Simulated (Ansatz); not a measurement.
Space group I4/mmm (No. 139). a = 4.001 Å, b = 4.001 Å, c = 12.184 Å, α = 90.00°, β = 90.00°, γ = 90.00°
```
atom site symmetry x y z
   K    2a     4/mmm  0.0000  0.0000  0.0000
   P    4e       4mm  0.0000  0.0000  0.3419
  Ru    4d      -4m2  0.0000  0.5000  0.2500
```

Equation of state of this KP2Ru2 structure (not necessarily the ground state), with shape and atoms relaxed at each volume where symmetry leaves them free. It has no gap at any of these volumes. Theory: DFT PBEsol, scalar-relativistic, plane waves, PAW (Ansatz).

Settings: cutoff 420 eV, Γ-centred mesh 12×12×12 on the computed 5-atom cell, Gaussian smearing of 0.10 eV; no spin polarisation.

| V (Å³/atom) | E − E(largest V) (meV/atom) | P (GPa) |
| --- | --- | --- |
| 18.337 | 1.12 | 2.56 |
| 18.922 | -5.51 | 1.18 |
| 19.508 | -7.54 | 0.00 |
| 20.093 | -5.56 | -1.02 |
| 20.678 | 0.00 | -1.96 |

Question: Fit a third-order Birch–Murnaghan equation to E(V).

Answer: V0 = 19.50 Å³/atom, B0 = 37 GPa, B0' = 3.2.